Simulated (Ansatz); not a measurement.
CdTe (zinc blende)

```yaml
crystal:
  lattice:
    - [0.00000, 3.30902, 3.30902]
    - [3.30902, 0.00000, 3.30902]
    - [3.30902, 3.30902, 0.00000]
  atoms:
    - { symbol: Te, position: [0.75000, 0.75000, 0.75000] }
    - { symbol: Cd, position: [0.00000, 0.00000, 0.00000] }
```

Computed with PBE (plane waves to 420 eV, PAW, scalar-relativistic; Ansatz, an electronic-structure program). Harmonic phonons by density-functional perturbation theory on a 10×10×10 k mesh, in cm⁻¹; i marks imaginary ones, q is in fractions of the reciprocal vectors of the cell shown, and the three acoustic modes at Γ are left out. The non-analytic (LO-TO) term is not included, so polar modes at Γ have their transverse values. CdTe was relaxed with its symmetry unable to fall. Spin-orbit coupling is left out, though Te is heavy.

Task: Does any mode at Γ, L = (0.5, 0.0, 0.0), X = (0.5, 0.5, 0.0) come out imaginary?

Result: No imaginary mode at these points (lowest 29 cm⁻¹ at L = (0.5, 0.0, 0.0)); other wave vectors were not tested.

Task: Predict the phonon wavenumbers at Γ, L = (0.5, 0.0, 0.0), X = (0.5, 0.5, 0.0).

Result: 
```json
[
 {"q": "Γ", "wavenumbers (cm⁻¹)": "130 (×3)"},
 {"q": "L = (0.5, 0.0, 0.0)", "wavenumbers (cm⁻¹)": "29 (×2), 103, 132 (×2), 134"},
 {"q": "X = (0.5, 0.5, 0.0)", "wavenumbers (cm⁻¹)": "35 (×2), 120, 122, 135 (×2)"}
]
```
